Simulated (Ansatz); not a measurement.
Consider the following.

MgZn₂:
```xyz
12
Lattice="5.1358 0.0000 0.0000 -2.5679 4.4477 0.0000 0.0000 0.0000 8.3363" Properties=species:S:1:pos:R:3 pbc="T T T"
Mg     0.0000     2.9651     0.5227
Mg     2.5679     1.4826     7.8136
Mg     2.5679     1.4826     4.6909
Mg     0.0000     2.9651     3.6455
Zn     0.0000     0.0000     0.0000
Zn     0.0000     0.0000     4.1682
Zn     0.0000     1.5091     6.2523
Zn     2.5679     2.9386     2.0841
Zn     3.8288     0.7545     2.0841
Zn    -1.2610     3.6931     6.2523
Zn     1.2610     3.6931     6.2523
Zn     1.3069     0.7545     2.0841
```

This is the PBEsol-relaxed structure. x, y and z are the axes in which the lattice vectors are written.

### Question
All from DFT-PBEsol in the program Ansatz with PAW potentials, unless another level is named. Predict the Poisson's ratio.

### Answer
0.29.

### Question
And the elastic constants (relaxed ions, GPa)?

### Answer
C11 = 120, C12 = 56.5, C13 = 40.4, C33 = 148, C44 = 32.2.

### Question
Give the highest zone-centre frequency.

### Answer
269 cm^-1.

Space group P6_3/mmc. The first step of the workflow began from a Materials Project structure, measured or hypothetical; the Crystallography Open Database copy checked does not list it. Whether it is the stable phase at ambient conditions was not checked. The PBEsol relaxation kept the symmetry of its start; of distortions, only those at the zone centre were tested. As this level gives no gap, shear constants depend on the k-mesh and smearing (Fermi–Dirac, 0.1 eV here). As this level gives no gap, phonon frequencies hold no LO–TO term and depend on the k-mesh and smearing (Fermi–Dirac, 0.1 eV here). On the denser mesh and wider smearing of the elastic run this cell carries a stress of 0.7 GPa.

Potentials: the later of the program's two PAW sets.
